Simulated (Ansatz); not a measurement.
LaSi$_{2}$Rh$_{2}$ in space group I4/mmm (No. 139; La on 2a, Si on 4e, Rh on 4d), the program Ansatz at the PBE level (PAW), all energies at zero smearing, with the estimated change up to a 700 eV cutoff added, with one set of potentials and settings (totals compare only within such a set). Cell of 5 atoms (1 La, 2 Si, 2 Rh): -20332.828 eV.

```tsv
element	reference phase	E (eV/atom)
La	P6_3/mmc, 4 atoms in the cell	-6250.0953
Si	Fd-3m, 2 atoms in the cell	-635.8096
Rh	Fm-3m, 1 atoms in the cell	-6402.8911
```

Formation energy per atom, worked out: (-20332.828 − 1×(-6250.0953) − 2×(-635.8096) − 2×(-6402.8911))/5 = -1.066 eV/atom (-103 kJ per mol of atoms), at 0 K, without zero-point energy or fitted corrections.

The workflow started from a Materials Project entry (that database holds measured and hypothetical structures alike); the Crystallography Open Database copy checked does not list it. Its standing as an ambient phase is unchecked. The cell was relaxed with PBE under the symmetry of its start; its stability against distortions is not shown here. No spin polarisation was allowed. The references are the lowest solids computed at this level, not always the standard phases. Spin–orbit coupling is left out wherever it is not named.

Potentials: the later of the program's two PAW sets.
